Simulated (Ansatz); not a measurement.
Crystals of one structure type (CsCl type) and one family of elements, relaxed and computed with the program Ansatz at the PBE level (PAW).

| crystal | V (Å³/atom) | B₀ by P(V) fit (GPa) |
|---|---|---|
| TiC | 9.96 | 219 |
| TiSi | 15.09 | 126 |
| HfSi | 17.81 | 124 |
| HfGe | 18.83 | ? |

Question: Fit a straight line to ln B₀ against ln V and predict the withheld value.

Answer: Least squares on the 3 shown rows: ln B₀ = -1.05 × ln V + (7.778), with a scatter of 7 %. For HfGe this gives 109. The run itself gave 116, within the scatter.

Constructed cells (a structure type filled with these elements, in neither database checked): TiC, CsCl type; TiSi, CsCl type; HfSi, CsCl type; HfGe, CsCl type. Not the usual ambient phase: TiC, CsCl type. All cells were relaxed under the symmetry of their starts (and spin orders); stability against distortions was not tested throughout. Rows with no word on spin ran without spin polarisation. Spin–orbit coupling is left out wherever it is not named.

Potentials: the later of the program's two PAW sets.
